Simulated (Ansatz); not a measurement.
**Mg5CdS6 (P-3m1) at 2 levels of theory**

One geometry, relaxed with PBE; plane waves with PAW potentials in Ansatz, scalar-relativistic. No spin polarisation. Gaps are the least over mesh and band path; pressure is positive in compression.

```xyz
12
Lattice="3.7300 0.0000 0.0000 -1.8650 3.2303 0.0000 0.0000 0.0000 18.3097" Properties=species:S:1:pos:R:3 pbc="T T T"
Mg    0.0000    2.1535   15.3048
Mg    0.0000    0.0000    0.0000
Mg    1.8650    1.0768    3.0049
Mg    0.0000    2.1535    6.0120
Mg    1.8650    1.0768   12.2977
Cd    0.0000    0.0000    9.1549
S     1.8650    1.0768   16.8076
S     0.0000    2.1535    1.5022
S     0.0000    0.0000    4.5071
S     1.8650    1.0768    7.4985
S     0.0000    2.1535   10.8112
S     0.0000    0.0000   13.8026
```

```csv
level,cutoff (eV),k mesh,gap (eV),pressure (GPa)
PBE,420,12×12×2,1.92,0.0
```

**Question.** What comes out on the same cell with r2SCAN?

**Answer.**
```json
{"level": "r2SCAN", "cutoff (eV)": "500", "k mesh": "12×12×2", "gap (eV)": "2.48", "pressure (GPa)": "-1.3"}
```

It was reached by relaxing an invented guess, and it needn't be the stable form of this composition.
